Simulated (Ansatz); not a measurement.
Elastic constants of Rb3TeI at 0.8 GPa (stress–strain coefficients): input and output

All numbers below come from Ansatz, DFT LDA, scalar-relativistic, plane waves, PAW.

Launched with:
```bash
ansatz run input.yaml --threads 1 --pin off --max-ram 1228MiB --backend cpu --events-out ev --progress --plain --runs-dir out
```

Input (bare energies are in eV):
```yaml
crystal:
  lattice:
    - [6.5065, 0.0, 0.0]
    - [0.0, 6.5065, 0.0]
    - [0.0, 0.0, 6.5065]
  atoms:
    - { symbol: I, position: [0.0, 0.0, 0.0] }
    - { symbol: Te, position: [0.5, 0.5, 0.5] }
    - { symbol: Rb, position: [0.5, 0.5, 0.0] }
    - { symbol: Rb, position: [0.5, 0.0, 0.5] }
    - { symbol: Rb, position: [0.0, 0.5, 0.5] }
basis:
  ecutwfc: 420
kpoints:
  mp_grid: { grid: [4, 4, 4] }
hamiltonian:
  xc: lda
scf:
  occupations: { method: fixed }
output:
  forces: true
  stress: true
  eigenvalues: true
elastic:
  mode: relaxed_ion
  stencil: two_point
```

From the output:
```
--- Elastic constants: 2 strain directions × 2 members + reference (group order 48) ---
  dense FFT box of the reference and of every strained cell: 45×45×45
  strains applied: 11, 23; error gains: componentwise 1.00 (the most a stress slope's error grows in a printed constant), spectral 1.73 (1 for all six strains in a standard setting)
  C = ∂σ_k/∂η_j (tension-positive GPa; Voigt order 11 22 33 23 13 12):
        37.302      1.275      1.275     -0.000     -0.000     -0.000
         1.275     37.302      1.275     -0.000     -0.000     -0.000
         1.275      1.275     37.302     -0.000     -0.000     -0.000
        -0.000     -0.000     -0.000      0.543      0.000      0.000
         0.000      0.000     -0.000      0.000      0.543      0.000
        -0.000      0.000      0.000      0.000      0.000      0.543
  reference stress σ⁰ (GPa):     -0.825     -0.825     -0.825     -0.000     -0.000     -0.000
  C* (energy form; C + prestress term) asymmetry max|C*_kj − C*_jk| = 4.441e-16 GPa — a small one proves nothing (zero by symmetry where the batch's group is 432, −43m or m−3m); a large one is finite-difference/SCF noise where every solve ...
  moduli (Voigt/Reuss/Hill, GPa): K = 13.28/13.28/13.28   G = 7.53/0.89/4.21   E = 11.42   ν = 0.357
  mechanically stable: yes (min eigenvalue of sym C = 0.54 GPa)
  strain η (Voigt 11):  stress-route row diagonal C_11 = 37.30 GPa, energy-path curvature d²(F+E_count+ΔE)/dδ²/Ω₀ = 37.39 GPa
         δ    σ_11 (GPa) F (eV) n_scf n_hpsi n_pw
    -2.000e-3      -0.9003      -23700.0979510       9   13500   5425   relax 0 steps, max|allowed force component| 2.56e-30 eV/Å
     2.000e-3      -0.7511      -23700.1036271       7    9941   5449   relax 0 steps, max|allowed force component| 2.98e-29 eV/Å
  strain η (Voigt 23):  stress-route row diagonal C_44 = 0.54 GPa, energy-path curvature d²(F+E_count+ΔE)/dδ²/Ω₀ = 1.03 GPa
         δ    σ_23 (GPa) F (eV) n_scf n_hpsi n_pw
    -2.000e-3      -0.0011      -23700.1009161       8   13828   5441   relax 0 steps, max|allowed force component| 1.92e-29 eV/Å
     2.000e-3       0.0011      -23700.1009161       5    9397   5441   relax 0 steps, max|allowed force component| 5.29e-30 eV/Å
```

It took 46 s on 1 thread of Intel(R) Xeon(R) Platinum 8259CL CPU @ 2.50GHz (Skylake/Cascade Lake), with other jobs on the host, peak memory 0.61 GiB.

The cell is the ideal cubic antiperovskite prototype; whether it is the stable structure of this composition wasn't checked.